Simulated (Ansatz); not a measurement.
This Ansatz input for WC was spoiled on purpose:

```yaml
crystal:
  lattice:
    - [2.911867777729, 2.886758689771e-11, 0.0]
    - [-1.45593388889, 2.52175146796, 0.0]
    - [0.0, 0.0, 2.8369414953]
  atoms:
    - { symbol: W, position: [-3.700743415525e-17, 0.0, 0.0] }
    - { symbol: C, position: [0.6666666666667, 0.3333333333333, 0.5] }
basis:
  ecutwfc: 500
  ecutrho_ratio: 4
kpoints:
  mp_grid: { grid: [14, 14, 12] }
hamiltonian:
  xc: r2scan
scf:
  occupations: { method: gaussian, width: 0.05 }
  mixing_beta: 0.3
  max_iter: 100
output:
  forces: true
  stress: true
```

Launched as:
```sh
ansatz run input.yaml --threads 4 --pin off --max-ram 7168MiB --backend cpu --events-out ev --progress --plain --runs-dir out
```

Q: What is wrong with it?

A: A keyword of another program. Against the sound input: scf.mixing_beta: 0.3 (the cap on iterations is only a precaution).

What the program printed:

```
Error: YAML parse error: error: line 18 column 3: unknown field `mixing_beta`, expected one of max_iter, algorithm, n_extra_bands, self_checks, convergence, lower_state_search, omitted_lower_state_checks, lower_solution_reach, mixing, occupations, eigensolver, initial_density, exx
  --> <input>:18:3
   |
```

The input was refused before any iteration. Run time: 0.02 s on 4 threads of Arm Neoverse V1 (shared host), peak memory 0.022 GiB. The run before the change (r²SCAN, 500 eV, 14×14×12 mesh) gave:

| run | P (GPa) | gap on the mesh (eV) | cell moment (μB) | largest force component (eV/Å) |
| --- | --- | --- | --- | --- |
| sound | 0.0 | metal | – | 0.000 |

The chain of runs began from a measured cell (COD), expanded in volume.
